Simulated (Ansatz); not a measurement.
Space group Pm-3m (No. 221). a = 3.800 Å, b = 3.800 Å, c = 3.800 Å, α = 90.00°, β = 90.00°, γ = 90.00°
```
atom site symmetry x y z
  Ti    1a m-3m  0.0000  0.0000  0.0000
  Rh    3c    4/mm.m  0.0000  0.5000  0.5000
```

Equation of state of this TiRh$_{3}$ structure (not necessarily the ground state), with shape and atoms relaxed at each volume where symmetry leaves them free. It has no gap at any of these volumes. All numbers below come from DFT PBEsol, scalar-relativistic, plane waves, PAW (Ansatz 0.2.0).

Cutoff 420 eV; k points 12×12×12 on the computed 4-atom cell (Γ-centred); Gaussian smearing, width 0.10 eV; no spin polarisation.

| V (Å³/atom) | E − E(largest V) (meV/atom) | P (GPa) |
| --- | --- | --- |
| 12.892 | 8.81 | 18.60 |
| 13.303 | -25.49 | 8.50 |
| 13.715 | -35.98 | 0.00 |
| 14.126 | -26.41 | -7.15 |
| 14.538 | 0.00 | -13.15 |

Problem. Fit a third-order Birch–Murnaghan equation to E(V).

Solution. V0 = 13.71 Å³/atom, B0 = 260 GPa, B0' = 4.8.

Spin polarisation was left out, and a magnetic state may lie lower.